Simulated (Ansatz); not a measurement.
Input file for Ansatz (a program for electronic structure):

Ansatz 0.2 input:
```yaml
crystal:
  lattice:
    - [1.4174366915, 0.8183574554, 4.8615601703]
    - [-1.4174366915, 0.8183574554, 4.8615601703]
    - [0.0, -1.6367149108, 4.8615601703]
  atoms:
    - { symbol: Be, position: [0.1408584287, 0.1408584287, 0.1408584287] }
    - { symbol: Be, position: [0.6824016646, 0.6824016646, 0.6824016646] }
    - { symbol: Be, position: [0.9111533058, 0.9111533058, 0.9111533058] }
    - { symbol: N, position: [0.795857479, 0.795857479, 0.795857479] }
    - { symbol: N, position: [0.2916351218, 0.2916351218, 0.2916351218] }
kpoints:
  mp_grid: { grid: [11, 11, 11] }
hamiltonian:
  xc: r2scan
  pseudopotentials: { kind: paw }
scf:
  occupations: { method: fixed }
elastic: { mode: relaxed_ion, stencil: two_point, amplitude: 0.005, f_tol: 0.0005 }
output: { polarization: {} }
```

Output (shortened):

```
Pseudopotentials: kind: paw
Pseudopotential: Be, paw, valence charge 2
Pseudopotential: N, paw, valence charge 5
Functional definition: r2SCAN
Crystal: 5 atoms, lattice volume = 33.836 Å³
Basis set: ecut = 500 eV, 845 PW (Γ), exchange–correlation on 160×160×160 points (64 copies of the dense FFT grid, shifted against one another)
Bands: 13, of which v1, the nominal top of the filled ones, is band 8 counted from 1 (7 counted from 0)
Symmetry: 6 space group operations
Space group: R3m (ITA 160), of the structure as read, at distance tolerance 3.2e-5 Å
k-points: 146 of 1331 (time reversal used)
PAW frozen core: Be, regenerated for the run's functional
PAW frozen core: N, regenerated for the run's functional
Initial wavefunctions: pseudopotential atomic-orbital guess
Eigensolver: davidson
Functional: x = r2scan, c = r2scan; τ floored in thin density (d = 2e-4 eV/Å³)
all-band conjugate gradients solve this SCF's bands
SCF 1 converged in 12 iterations: F = -1055.462348 eV  dr2 = 1.79e-15
relax step   1: F+E_penalty+E_count = -1055.46234812 eV  Δ(F+E_penalty+E_count) = +0.000e0 eV  max|allowed force component| = 1.995e-3 eV/Å  Δτ_max = 0.0000 Å  (12 SCF iters, accepted)
Crystal: 5 atoms, lattice volume = 33.836 Å³
Initial density: handed on by an earlier stage of this run
Initial wavefunctions: pseudopotential atomic-orbital guess (no wavefunctions were taken with the density)
SCF 2 converged in 7 iterations: F = -1055.462348 eV  dr2 = 6.25e-14
relax step   2: F+E_penalty+E_count = -1055.46234829 eV  Δ(F+E_penalty+E_count) = -1.719e-7 eV  max|allowed force component| = 1.195e-3 eV/Å  Δτ_max = 0.0001 Å  (7 SCF iters, accepted)
density extrapolation: transplant  |δρ|_rms = 7.262e-2 e/Å³  SAD shift = 7.918e-5 e/Å³
Crystal: 5 atoms, lattice volume = 33.836 Å³
Initial wavefunctions: those handed on with the density
SCF 3 converged in 7 iterations: F = -1055.462348 eV  dr2 = 5.54e-14
relax step   3: F+E_penalty+E_count = -1055.46234844 eV  Δ(F+E_penalty+E_count) = -1.443e-7 eV  max|allowed force component| = 4.107e-4 eV/Å  Δτ_max = 0.0002 Å  (7 SCF iters, accepted)
Crystal: 5 atoms, lattice volume = 33.836 Å³
SCF 4 converged in 5 iterations: F = -1055.462348 eV  dr2 = 6.92e-15
[...]
relax step   1: F+E_penalty+E_count = -1055.46186428 eV  Δ(F+E_penalty+E_count) = +0.000e0 eV  max|allowed force component| = 2.218e-2 eV/Å  Δτ_max = 0.0000 Å  (9 SCF iters, accepted)
density extrapolation: transplant  |δρ|_rms = 7.262e-2 e/Å³  SAD shift = 1.210e-3 e/Å³
Crystal: 5 atoms, lattice volume = 33.835 Å³
SCF 36 converged in 8 iterations: F = -1055.461901 eV  dr2 = 1.86e-14
relax step   2: F+E_penalty+E_count = -1055.46190131 eV  Δ(F+E_penalty+E_count) = -3.703e-5 eV  max|allowed force component| = 1.469e-2 eV/Å  Δτ_max = 0.0012 Å  (8 SCF iters, accepted)
density extrapolation: transplant  |δρ|_rms = 7.262e-2 e/Å³  SAD shift = 1.180e-3 e/Å³
Crystal: 5 atoms, lattice volume = 33.835 Å³
SCF 37 converged in 8 iterations: F = -1055.461916 eV  dr2 = 6.61e-14
relax step   3: F+E_penalty+E_count = -1055.46191562 eV  Δ(F+E_penalty+E_count) = -1.431e-5 eV  max|allowed force component| = 5.246e-3 eV/Å  Δτ_max = 0.0012 Å  (8 SCF iters, accepted)
density extrapolation: transplant  |δρ|_rms = 7.262e-2 e/Å³  SAD shift = 3.734e-4 e/Å³
Crystal: 5 atoms, lattice volume = 33.835 Å³
SCF 38 converged in 8 iterations: F = -1055.461918 eV  dr2 = 1.29e-14
relax step   4: F+E_penalty+E_count = -1055.46191818 eV  Δ(F+E_penalty+E_count) = -2.557e-6 eV  max|allowed force component| = 4.688e-4 eV/Å  Δτ_max = 0.0005 Å  (8 SCF iters, accepted)
Crystal: 5 atoms, lattice volume = 33.835 Å³
SCF 39 converged in 2 iterations: F = -1055.461918 eV  dr2 = 2.57e-15
SCF converged after 2 iterations
Stability not checked: this state was not tested for a lower state beside it, because too few of the mixer's solves of this state at the end of the SCF gave a …
Free energy (F): -1055.462348 eV
Harris-Foulkes:  -1055.462348 eV  (|F-HF|=2.27e-13)
Internal energy: -1055.462348 eV  (E = F + TS)
E sigma→0 (E₀):  -1055.462348 eV
Fermi energy:    7.826549 eV
--- Per-component energies (eV) ---
  E_band       = 21.675501
  E_kinetic    = 334.674382
  E_local      = -408.363422  (includes V_loc(G=0)·N_el)
  E_nonlocal   = 102.893960
  E_hartree    = 132.535666
  E_xc         = -179.786615
  E_vxc        = -241.459609  (∫ρ·V_xc dr)
  E_paw        = -441.243239  (= ΣΔE_a)
  E_vpaw       = -44.195887  (= ΣTr[D̂ρ^β])
  E_aug_tail   = 0.000043  (compensation charges beyond the density's cutoff)
  E_vtau       = 13.054701  (kinetic-family band-sum trace: ∫τ·v_τ [+ j·A + Jᵃ·Aᵃ] dr)
  E_ewald      = -596.077914
  E_core_change = -0.095210  (= ΣΔE_core)
  E_smearing   =  0.000000  (= −TS)
  E_closure    = 0.000000  (closes the sum)
  Σ components = -1055.462348   (vs F -1055.462348, Δ=0.00e0)
--- Forces (eV/Å), atoms counted from 1 ---
  atom   1  Be     0.00000000     0.00000000    -0.00003753
  atom   2  Be     0.00000000     0.00000000    -0.00042771
  atom   3  Be     0.00000000     0.00000000    -0.00017853
  atom   4  N      0.00000000     0.00000000     0.00032939
  atom   5  N      0.00000000     0.00000000     0.00022878
  max |Σ_I F_I| component: 8.56e-5 eV/Å
--- Stress (GPa, compression-positive) ---
       -0.002504       0.000000       0.000000
        0.000000      -0.002504       0.000000
        0.000000       0.000000       0.016325
  P = ⅓ Tr σ = 0.0038 GPa (0.038 kbar)
  The stress holds the Pulay correction. Without it, at fixed plane waves, as pw.x and ABINIT print it: P = -0.0286 GPa
  The stress includes an estimate of the error left by incomplete SCF convergence (largest component  0.0000 GPa …
--- Band table (eV; the first three rows and the last of 146) ---
  k-point 0: bands = ["-9.5392", "-7.3327", "0.0688", "6.6370", "6.6370", "7.3681", "7.8265", "7.8265", "14.6138", "16.4849", "17.0944", "17.0944", "19.7715"]
  k-point 1: bands = ["-9.4156", "-7.2614", "0.2280", "6.0311", "6.4485", "7.2133", "7.3511", "7.6048", "14.9661", "16.6554", "17.1184", "17.5073", "19.6642"]
  k-point 2: bands = ["-9.0549", "-7.0647", "0.6916", "4.6097", "5.9653", "5.9908", "7.0718", "7.0810", "15.5508", "16.1754", "17.9854", "18.5128", "19.2332"]
  k-point 145: bands = ["-8.9545", "-8.0669", "2.4832", "4.1646", "6.2031", "6.5557", "7.2470", "7.4216", "15.7924", "17.2925", "18.0710", "18.3259", "18.7763"]
  band table: 13 of 13 bands, residual norms ≤ 1.0e-3 eV
--- Elastic constants: 3 strain directions × 2 members + reference (group order 6) ---
  dense FFT box of the reference and of every strained cell: 40×40×40
  strains applied: 11, 33, 23; error gains …
  reference relaxed by the batch: 3 steps …
  largest displacement 2.4e-4 Å; the constants are those of the deck's cell at these positions:
  atoms:
    - { symbol: Be, position: [0.14084216462978572, 0.14084216462978572, 0.14084216462978572] }
    - { symbol: Be, position: [0.6824052274185255, 0.6824052274185255, 0.6824052274185255] }
    - { symbol: Be, position: [0.9111554082397942, 0.9111554082397942, 0.9111554082397942] }
    - { symbol: N, position: [0.7958597059689065, 0.7958597059689065, 0.7958597059689066] }
    - { symbol: N, position: [0.291643493642988, 0.291643493642988, 0.291643493642988] }
  C = ∂σ_k/∂η_j (tension-positive GPa; Voigt order 11 22 33 23 13 12):
       474.948    134.202     88.634      2.482      0.000      0.000
       134.202    474.948     88.634     -2.482      0.000      0.000
        88.654     88.654    424.549      0.000      0.000      0.000
         2.476     -2.476      0.000    164.041      0.000      0.000
         0.000      0.000      0.000      0.000    164.041      2.476
         0.000      0.000      0.000      0.000      2.482    170.373
  reference stress σ⁰ (GPa):      0.003      0.003     -0.016      0.000      0.000      0.000
  moduli (Voigt/Reuss/Hill, GPa): K = 221.94/220.08/221.01   G = 170.55/169.96/170.26   E = 406.41   ν = 0.194
  mechanically stable: yes (min eigenvalue of sym C = 163.19 GPa)
  e, the proper piezoelectric tensor (elastic.mode: relaxed_ion; C/m²; rows x y z; Voigt order 11 22 33 23 13 12):
       0.00000    0.00000    0.00000    0.00000    0.53955   -0.62750
      -0.62750    0.62750    0.00000    0.53955    0.00000    0.00000
       0.89321    0.89321   -2.07803    0.00000    0.00000    0.00000
  ±, each entry's uncertainty from the finite density of the strings (C/m²), an estimate: the size of the correction for it that the entry includes:
       0.00000    0.00000    0.00000    0.00000    0.00064    0.00070
       0.00070    0.00070    0.00000    0.00064    0.00000    0.00000
       0.00293    0.00293    0.00457    0.00000    0.00000    0.00000
  strain η (Voigt 11):  stress-route row diagonal C_11 = 474.95 GPa, energy-path curvature d²(F+E_count+ΔE)/dδ²/Ω₀ = 474.92 GPa
         δ    σ_11 (GPa)             F (eV)   n_scf  n_hpsi   n_pw
    -5.000e-3      -2.4210       -1055.4610817       2   42817    866   relax 4 steps, max|allowed force component| 3.73e-4 eV/Å
     5.000e-3       2.3285       -1055.4611079       2   42841    877   relax 4 steps, max|allowed force component| 4.43e-4 eV/Å
  strain η (Voigt 33):  stress-route row diagonal C_33 = 424.55 GPa, energy-path curvature d²(F+E_count+ΔE)/dδ²/Ω₀ = 424.47 GPa
         δ    σ_33 (GPa)             F (eV)   n_scf  n_hpsi   n_pw
    -5.000e-3      -2.1802       -1055.4611950       2   17158    866   relax 6 steps, max|allowed force component| 2.34e-5 eV/Å
     5.000e-3       2.0653       -1055.4612603       2   17134    872   relax 6 steps, max|allowed force component| 3.62e-5 eV/Å
  strain η (Voigt 23):  stress-route row diagonal C_44 = 164.04 GPa, energy-path curvature d²(F+E_count+ΔE)/dδ²/Ω₀ = 164.05 GPa
         δ    σ_23 (GPa)             F (eV)   n_scf  n_hpsi   n_pw
    -5.000e-3      -0.8265       -1055.4619134       2   43506    870   relax 4 steps, max|allowed force component| 4.51e-4 eV/Å
     5.000e-3       0.8139       -1055.4619182       2   43602    870   relax 4 steps, max|allowed force component| 4.69e-4 eV/Å
--- Formal polarisation (Berry phase): one branch of a lattice of values; only differences between neighbouring runs are physical ---
  axis  mesh            electronic          ionic      p = total  spread (rad)  least overlap  resolved gap  δp at fixed H ≤   (phases in cycles; p mod 1 …
  b1    11×11×11       -0.69720347     8.90632160     8.20911813      0.068577         0.9564        4.6787           2.2e-6
  b2    11×11×11       -0.69720347     8.90632160     8.20911813      0.068577         0.9564        4.6787           2.2e-6
  b3    11×11×11       -0.69720347     8.90632160     8.20911813      0.068577         0.9564        4.6787           2.2e-6
  quantum along a1:   0.15160605 e/Å² =   242.899669 µC/cm²
  quantum along a2:   0.15160605 e/Å² =   242.899669 µC/cm²
  quantum along a3:   0.15160605 e/Å² =   242.899669 µC/cm²
  P = (  0.00000000,   0.00000000,   3.53850485) e/Å² = (    0.000000,     0.000000,  5669.309797) µC/cm²  (mod the quanta)
```

Cost: around 18 core-minutes (rough) on shared cores.

The first step of the workflow began from a Materials Project structure, measured or hypothetical; the Crystallography Open Database copy checked does not list it. COD files the formula under space group No. 206. Its standing as an ambient phase is unchecked. The cell was relaxed with r²SCAN under the symmetry of its start; its stability against distortions is not shown here.

Potentials: the later of the program's two PAW sets.

Ansatz is a plane-wave DFT program.
